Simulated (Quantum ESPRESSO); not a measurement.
# Al2NbTa2IrSn2: input and log of a self-consistent run

Computed values, not a measurement. The program is pw.x of Quantum ESPRESSO 7.5 (plane-wave density functional theory). The cell is made up: eight metal atoms on a hexagonal close-packed lattice, with elements, volume, strain and displacements drawn at random and not relaxed, so it may be unstable or far from any real phase. PseudoDojo standard norm-conserving files set the functional (PBE unless stated); there is no spin polarisation or spin-orbit coupling, the Fermi-Dirac width of 0.25 eV means electrons at about 2900 K, and the masses in the input are unused placeholders. The tin pseudopotential is less sure than most, with forces differing by about three percent from a second method on plain tin. Heavy elements are run without spin-orbit coupling, which real alloys of them have. A spin test at this wide smearing found no moment, but such smearing suppresses magnetism that the real alloy may have.

Input:

```
&control calculation='scf', pseudo_dir='./dojo.nc.sr.pbe.v0_5.standard.upf', outdir='./o', disk_io='minimal', tprnfor=.true., tstress=.true. /
&system ibrav=0, nat=8, ntyp=5, nbnd=58, ecutwfc=82.02448710, nosym=.true., tot_charge=0,
 occupations='smearing', smearing='fd', degauss=0.0183746611
/
&electrons conv_thr=1.470e-08, electron_maxstep=70, mixing_beta=0.5 /
ATOMIC_SPECIES
Al 1.0 Al.upf
Ir 1.0 Ir.upf
Nb 1.0 Nb.upf
Sn 1.0 Sn.upf
Ta 1.0 Ta.upf
CELL_PARAMETERS angstrom
-0.0239 0.0156 4.8664
5.9213 -0.0481 -0.0293
-3.0023 5.2784 0.0312
ATOMIC_POSITIONS angstrom
Al -0.0012 -0.0489 -0.0553
Nb -1.4834 2.607 -0.026
Ta 2.9714 0.0714 0.0683
Al 1.491 2.5396 -0.0692
Ir 0.079 1.723 2.5408
Sn -1.4634 4.4114 2.5593
Ta 2.8848 1.7035 2.5093
Sn 1.4725 4.3739 2.4399
K_POINTS automatic
5 5 5 1 1 1
```

The log is shortened where brackets say so; the opening notice, blank lines, dates and the lines on written files are dropped, and the path of the files is cut. It prints rydbergs, bohrs and kilobars, and counts compression as positive stress. Its total energy is the free energy E - TS of the whole cell.

```
     Program PWSCF v.7.5
     Parallel version (MPI & OpenMP), running on       4 processor cores
     Number of MPI processes:                 4
     Threads/MPI process:                     1
     [start-up lines left out]
     bravais-lattice index     =            0
     lattice parameter (alat)  =       9.1963  a.u.
     unit-cell volume          =    1021.6395 (a.u.)^3
     number of atoms/cell      =            8
     number of atomic types    =            5
     number of electrons       =        90.00
     number of Kohn-Sham states=           58
     kinetic-energy cutoff     =      82.0245  Ry
     charge density cutoff     =     328.0979  Ry
     scf convergence threshold =      1.5E-08
     mixing beta               =       0.5000
     number of iterations used =            8  plain     mixing
     Exchange-correlation= PBE
                           (   1   4   3   4   0   0   0)
     [axes and pseudopotential details left out]
   Cartesian axes
     site n.     atom                  positions (alat units)
         1        Al     tau(   1) = (  -0.0002466  -0.0100483  -0.0113634  )
         2        Nb     tau(   2) = (  -0.3048197   0.5357051  -0.0053427  )
         3        Ta     tau(   3) = (   0.6105846   0.0146718   0.0140348  )
         4        Al     tau(   4) = (   0.3063814   0.5218552  -0.0142197  )
         5        Ir     tau(   5) = (   0.0162335   0.3540544   0.5221018  )
         6        Sn     tau(   6) = (  -0.3007099   0.9064861   0.5259033  )
         7        Ta     tau(   7) = (   0.5927894   0.3500474   0.5156290  )
         8        Sn     tau(   8) = (   0.3025799   0.8987804   0.5013682  )
     number of k points=    63  Fermi-Dirac smearing, width (Ry)=  0.0184
                       cart. coord. in units 2pi/alat
        k(    1) = (   0.0838121   0.1392768   0.0999669), wk =   0.0320000
        k(    2) = (   0.0853140   0.3245269   0.0993804), wk =   0.0320000
     [further k points left out]
     Dense  grid:   102481 G-vectors     FFT dimensions: (  54,  72,  72)
     Estimated max dynamical RAM per process >     367.13 MB
     Estimated total dynamical RAM >       1.36 GB
     Initial potential from superposition of free atoms
     starting charge      89.9877, renormalised to      90.0000
     Starting wfcs are   66 randomized atomic wfcs
     total cpu time spent up to now is        6.5 secs
     per-process dynamical memory:   286.6 Mb
     Self-consistent Calculation
     iteration #  1     ecut=    82.02 Ry     beta= 0.50
     Davidson diagonalization with overlap
     ethr =  1.00E-02,  avg # of iterations =  2.8
     Threshold (ethr) on eigenvalues was too large:
     Diagonalizing with lowered threshold
     Davidson diagonalization with overlap
     ethr =  9.37E-04,  avg # of iterations =  1.9
     total cpu time spent up to now is       33.3 secs
     total energy              =    -939.41347951 Ry
     estimated scf accuracy    <       0.85264011 Ry
     iteration #  2     ecut=    82.02 Ry     beta= 0.50
     Davidson diagonalization with overlap
     ethr =  9.47E-04,  avg # of iterations =  3.3
     total cpu time spent up to now is       49.6 secs
     total energy              =    -938.79787615 Ry
     estimated scf accuracy    <      10.25525135 Ry
     iteration #  3     ecut=    82.02 Ry     beta= 0.50
     Davidson diagonalization with overlap
     ethr =  9.47E-04,  avg # of iterations =  2.3
     total cpu time spent up to now is       64.1 secs
     total energy              =    -939.77004085 Ry
     estimated scf accuracy    <       0.33835793 Ry
     iteration #  4     ecut=    82.02 Ry     beta= 0.50
     Davidson diagonalization with overlap
     ethr =  3.76E-04,  avg # of iterations =  2.0
     total cpu time spent up to now is       76.9 secs
     total energy              =    -939.79429560 Ry
     estimated scf accuracy    <       0.13804073 Ry
     iteration #  5     ecut=    82.02 Ry     beta= 0.50
     Davidson diagonalization with overlap
     ethr =  1.53E-04,  avg # of iterations =  2.0
     total cpu time spent up to now is       89.3 secs
     total energy              =    -939.80624017 Ry
     estimated scf accuracy    <       0.04255738 Ry
     [iterations 6 to 8 left out]
     iteration #  9     ecut=    82.02 Ry     beta= 0.50
     Davidson diagonalization with overlap
     ethr =  4.31E-07,  avg # of iterations =  1.8
     total cpu time spent up to now is      146.0 secs
     total energy              =    -939.81151182 Ry
     estimated scf accuracy    <       0.00001398 Ry
     iteration # 10     ecut=    82.02 Ry     beta= 0.50
     Davidson diagonalization with overlap
     ethr =  1.55E-08,  avg # of iterations =  4.4
     total cpu time spent up to now is      160.7 secs
     total energy              =    -939.81151519 Ry
     estimated scf accuracy    <       0.00000100 Ry
     iteration # 11     ecut=    82.02 Ry     beta= 0.50
     Davidson diagonalization with overlap
     ethr =  1.11E-09,  avg # of iterations =  2.5
     total cpu time spent up to now is      174.3 secs
     total energy              =    -939.81151537 Ry
     estimated scf accuracy    <       0.00000014 Ry
     iteration # 12     ecut=    82.02 Ry     beta= 0.50
     Davidson diagonalization with overlap
     ethr =  1.50E-10,  avg # of iterations =  2.9
     total cpu time spent up to now is      188.6 secs
     total energy              =    -939.81151540 Ry
     estimated scf accuracy    <       0.00000004 Ry
     iteration # 13     ecut=    82.02 Ry     beta= 0.50
     Davidson diagonalization with overlap
     ethr =  4.00E-11,  avg # of iterations =  2.1
     total cpu time spent up to now is      201.6 secs
     End of self-consistent calculation
     [lines on levels left out]
!    total energy              =    -939.81151540 Ry
     estimated scf accuracy    <          3.3E-09 Ry
     smearing contrib. (-TS)   =      -0.09038473 Ry
     internal energy E=F+TS    =    -939.72113067 Ry
     The total energy is F=E-TS. E is the sum of the following terms:
     one-electron contribution =    -278.57967130 Ry
     hartree contribution      =     187.62073744 Ry
     xc contribution           =    -221.53355156 Ry
     ewald contribution        =    -627.22864526 Ry
     convergence has been achieved in  13 iterations
     Forces acting on atoms (cartesian axes, Ry/au):
     atom    1 type  1   force =    -0.00730320    0.03247413    0.01326064
     atom    2 type  3   force =     0.01732362   -0.00901182    0.03310559
     atom    3 type  5   force =     0.01551584   -0.01054394   -0.00172923
     atom    4 type  1   force =    -0.02255705    0.00253050    0.01924967
     atom    5 type  2   force =     0.01096042   -0.00785411   -0.00257100
     atom    6 type  4   force =    -0.01444830   -0.02621736   -0.03298621
     atom    7 type  5   force =     0.00515412    0.00854697   -0.02167030
     atom    8 type  4   force =    -0.00464544    0.01007564   -0.00665915
     Total force =     0.083133     Total SCF correction =     0.000261
     Computing stress (Cartesian axis) and pressure
          total   stress  (Ry/bohr**3)                   (kbar)     P=      -39.14
  -0.00016726   0.00000184  -0.00000700          -24.60        0.27       -1.03
   0.00000184  -0.00053842  -0.00003612            0.27      -79.20       -5.31
  -0.00000700  -0.00003612  -0.00009252           -1.03       -5.31      -13.61
     init_run     :      6.15s CPU      6.39s WALL (       1 calls)
     electrons    :    193.57s CPU    195.15s WALL (       1 calls)
     forces       :      2.25s CPU      2.27s WALL (       1 calls)
     stress       :      7.65s CPU      7.85s WALL (       1 calls)
     [timing details left out]
     PWSCF        :   3m29.76s CPU   3m31.83s WALL
     JOB DONE.
```

In other units: free energy -12786.787 eV for the cell, pressure -3.91 GPa, largest force component 0.851 eV/Å in size. The run took 214 s of wall time with four MPI processes on a shared machine (Intel Xeon, 2023 or later, virtual cores), so the time is rough. A rerun of this cell at a higher cutoff and on a denser mesh moved values by no more than 0.002 eV in energy, 0.03 GPa in stress and 0.006 eV/Å in force, and a second program with other atomic files agreed on that cell to 2 % rms in force and 0.5 GPa in pressure.